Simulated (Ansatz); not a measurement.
## Tl₂Pt, first-principles data

Tl2Pt:
```
CELL_PARAMETERS angstrom
     -3.46426     3.46426     2.82312
      3.46426    -3.46426     2.82312
      3.46426     3.46426    -2.82312
ATOMIC_POSITIONS crystal
  Pt 0.75000 0.75000 0.00000
  Pt 0.25000 0.25000 0.00000
  Tl 0.16044 0.66044 0.82088
  Tl 0.66044 0.83956 0.50000
  Tl 0.83956 0.33956 0.17912
  Tl 0.33956 0.16044 0.50000
```

Space group I4/mcm (No. 140); conventional cell a = b = 6.929 Å, c = 5.646 Å, α = β = γ = 90.00°.

Method: r²SCAN (plane waves, PAW; program Ansatz). The cell and atoms are relaxed at this level. Other levels are named where they apply.

Cell and energy:

```
Item                                                           Value
-----------------------------------------------------  -------------
Volume per atom                                             22.59 Å³
Density                                                  14.80 g/cm³
Formation energy from the elements (no fitted shifts)  -0.11 eV/atom
```

Electronic structure:

```
Property                                                                    Result
------------------------------------  --------------------------------------------
Electronic character                                             metallic (no gap)
Density of states at the Fermi level  0.35 states/eV per atom (mean over ±0.08 eV)
Gap with spin–orbit coupling                                       none (metallic)
```

Mechanics:

```
Property                              Result
----------------------------------  --------
Bulk modulus (Birch–Murnaghan fit)  73.3 GPa
Pressure derivative B′                   6.6
```

Charges:

```
Item                         Result
-------------  --------------------
Bader charges  Pt -0.60, Tl +0.30 e
```

The workflow started from an entry of the Crystallography Open Database (COD). Its standing as an ambient phase is unchecked. Symmetry was held in the r²SCAN relaxation; whether a distortion lowers the energy is not shown. The run is not spin-polarised. Axis ratios of metals converge slowly with the k-mesh, so a and c are less sure than the volume. The references are the lowest solids computed at this level, not always the standard phases. Scalar-relativistic: spin–orbit coupling is off unless named, which matters more the heavier the elements.

Potentials: the later of the program's two PAW sets.
